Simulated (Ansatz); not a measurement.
Ba2Cd: frozen-core PAW against all-electron methods

```xyz
3
Lattice="-2.1217 2.1217 7.5490 2.1217 -2.1217 7.5490 2.1217 2.1217 -7.5490" Properties=species:S:1:pos:R:3 pbc="T T T"
Ba    0.0000    0.0000    5.5863
Ba    0.0000    0.0000    9.5117
Cd    0.0000    0.0000    0.0000
```

Atoms are numbered in the order listed.

Conventional cell: a = 4.243 Å, b = 4.243 Å, c = 15.098 Å, α = 90.00°, β = 90.00°, γ = 90.00°. Ba (atom 1) has 4 Cd at 3.59 Å and 1 Ba at 3.93 Å as nearest neighbours. Cd (atom 3) has 8 Ba at 3.59 Å as nearest neighbours.

The cell is COD entry 1542138, as deposited and not checked against the literature; nothing was relaxed. The listed cell was then made from it by scaling, straining or moving an atom.

No spin–orbit coupling, which matters for the heavy atoms here.

All numbers are computed: DFT, PBEsol, PAW with Ansatz's default frozen-core files, scalar-relativistic (Ansatz 0.2.0); DFT, PBEsol, all-electron LAPW, scalar-relativistic (Ansatz 0.2.0).

For PAW: a Γ-centred 14×14×14 k mesh, Fermi–Dirac smearing of 0.05 eV, cutoff 420 eV, no spin polarisation; the PAW files were made with PBE, and the program remakes their frozen cores for this functional. LAPW targets a basis error of 0.5 meV/atom. The Ansatz runs share mesh, smearing and spin set-up. Plane-wave (PAW) pressures include the program's estimate of the Pulay term.

Stress and pressure are positive in compression.

The change that made this cell: volume scaled by 0.98.

PAW results:

```
              quantity     PAW
        pressure (GPa)   -0.52
       stress xx (GPa)   -0.54
       stress zz (GPa)   -0.49
force on Ba1, z (eV/Å)  -0.019
```

(1) What does LAPW (all electrons) give for the same quantities?

Answers

(1) 
```csv
quantity,LAPW
pressure (GPa),-0.52
stress xx (GPa),-0.54
stress zz (GPa),-0.49
"force on Ba1, z (eV/Å)",-0.019
```
